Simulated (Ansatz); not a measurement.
B:
```
B
1.0
    2.42039     1.39742     4.13111
   -2.42039     1.39742     4.13111
    0.00000    -2.79483     4.13111
B
12
Cartesian
 -1.55832   0.89970   2.78952
  1.55832  -0.89970   9.60382
  0.00000  -1.79940   2.78952
  0.00000   1.79940   9.60382
  1.55832   0.89970   2.78952
 -1.55832  -0.89970   9.60382
 -0.98876   0.57086   4.43246
  0.98876  -0.57086   7.96089
  0.00000  -1.14172   4.43246
  0.00000   1.14172   7.96089
  0.98876   0.57086   4.43246
 -0.98876  -0.57086   7.96089
```

Relaxed with LDA. Special points in fractions of this cell's reciprocal vectors: Γ (0.000, 0.000, 0.000); T (0.500, 0.500, 0.500); H2 (0.757, 0.243, 0.500); H0 (0.500, -0.243, 0.243); L (0.500, 0.000, 0.000); S0 (0.371, -0.371, 0.000); S2 (0.629, 0.000, 0.371); F (0.500, 0.000, 0.500).

Q: List the band energies nearest the valence-band maximum at these points for LDA in the plane-wave PAW code Ansatz.

A: In eV from the valence-band maximum; about four levels below and three above (degenerate sets whole), none deeper than 8.9 eV; points with the same levels are listed once.

| k | below | above |
|---|---|---|
| Γ | -1.46 -0.79 -0.79 -0.37 | 1.38 4.66 4.66 |
| T | -3.09 -1.95 -1.95 0.00 | 2.61 2.84 2.84 |
| H2 | -2.50 -2.30 -1.94 -1.75 | 1.74 2.71 3.17 |
| L | -2.78 -1.94 -1.75 -0.53 | 1.95 3.38 3.65 |
| S0 | -2.80 -2.32 -2.07 -1.68 | 1.88 2.23 3.22 |
| F | -3.04 -2.57 -2.18 -1.89 | 1.50 2.70 2.98 |

Space group R-3m (α-B12). The cell was relaxed with LDA under the symmetry of its start.

Potentials: the earlier of the program's two PAW sets. The files were generated under PBE; for other functionals the program regenerates the frozen cores, and for LDA and PBEsol the local potential too.
